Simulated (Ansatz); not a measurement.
The start is a relaxed TiSi2 cell displaced along its unstable phonon at q = (½, ½, 0) of its primitive reciprocal cell (59i cm⁻¹), largest move 0.15 Å. The cell and all atomic positions are relaxed at zero pressure with PBEsol (plane waves to 420 eV, PAW, scalar-relativistic; Ansatz, a first-principles code). First-step values are on the input's coarse k-mesh.

Ansatz input (later rounds restart from its end on a renewed k-mesh):
Ansatz 0.2 input:
```yaml
crystal:
  lattice:
    - [6.0145632722, -6.5683241956, 0]
    - [6.0145632722, 0, 0]
    - [0, 0, 5.0420424932]
  atoms:
    - { symbol: Ti, position: [0.18537138, 0.31462862, 0.7202501516] }
    - { symbol: Ti, position: [0.68537138, 0.31462862, 0.7797498484] }
    - { symbol: Ti, position: [0.81462862, 0.68537138, 0.2202501516] }
    - { symbol: Ti, position: [0.31462862, 0.68537138, 0.2797498484] }
    - { symbol: Si, position: [1.0151018711, 0.1805525587, -0.0043412194] }
    - { symbol: Si, position: [0.4848981289, 0.2107563009, 0.0043412194] }
    - { symbol: Si, position: [0.9848981289, 0.8194474413, 0.4956587806] }
    - { symbol: Si, position: [0.5151018711, 0.7892436991, 0.5043412194] }
    - { symbol: Si, position: [0.9848981289, 0.2107563009, 0.4956587806] }
    - { symbol: Si, position: [0.5151018711, 0.1805525587, 0.5043412194] }
    - { symbol: Si, position: [1.0151018711, 0.7892436991, -0.0043412194] }
    - { symbol: Si, position: [0.4848981289, 0.8194474413, 0.0043412194] }
basis: { ecutwfc: 420, ecutrho_ratio: 4, xc_grid: 2, fft_grid_basis: typed }
kpoints: { mp_grid: { grid: [7, 7, 7] } }
hamiltonian:
  xc: pbesol
  dispersion: none
  pseudopotentials: { kind: paw }
scf: { occupations: { method: fermi_dirac, width: 0.05 } }
relax: { f_tol: 0.01, max_steps: 100, cell: { stress_tol: 0.02 } }
output: { forces: true, stress: true }
```

Question: Which atoms feel the largest initial force, and how large is it?

Answer: 0.09 eV/Å, on Ti1, Ti2, Ti3, Ti4 (atoms numbered as listed).

Question: By how much does the energy per atom fall from start to end?

Answer: 0.19 eV/atom.

Question: How does the volume change?

Answer: -13.6 %, from 16.60 to 14.33 Å³/atom.

Question: Is the parent structure recovered?

Answer: It does not go back: it reaches Imma (No. 74), 0.19 eV/atom below the parent.

Question: What band gap does the relaxed structure have at this level?

Answer: No gap (metallic).

Question: Give the final cell and atomic positions.

Answer: 
```cif
data_Si8Ti4
_chemical_formula_sum 'Ti4 Si8'
_space_group_name_H-M_alt 'Imma'
_space_group_IT_number 74
_space_group_name_Hall '-I 2b 2'
_cell_length_a 3.82469
_cell_length_b 5.69317
_cell_length_c 7.89975
_cell_angle_alpha 90.000
_cell_angle_beta 90.000
_cell_angle_gamma 90.000
loop_
_atom_site_label
_atom_site_type_symbol
_atom_site_symmetry_multiplicity
_atom_site_Wyckoff_symbol
_atom_site_fract_x
_atom_site_fract_y
_atom_site_fract_z
_atom_site_occupancy
Ti1 Ti 4 e 0.00000 0.25000 0.41679 1
Si1 Si 8 h 0.00000 0.54677 0.14646 1
```
(The calculation used a cell of 6 atoms; values per cell refer to that cell.)

Final values are on a 15×15×15 k-mesh of the relaxed cell. No spin polarisation in the result.

The run could not lose the symmetry of its start: the end is stationary, and may be a saddle point rather than a minimum.

Of the parent cell (Cmcm (No. 63)): The first start was generated by placing the elements on the sites of a structure type. Materials Project lists a structure of TiSi2 in the same space group, Cmcm (No. 63); the sites were not compared with it, nor with measured phases.

The relaxed structure here is a generated cell of TiSi2: the first start was made by placing the elements on the sites of a structure type, and the end was not matched to a known phase here, so it may be hypothetical. Known forms of TiSi2 include space group No. 63, 70.
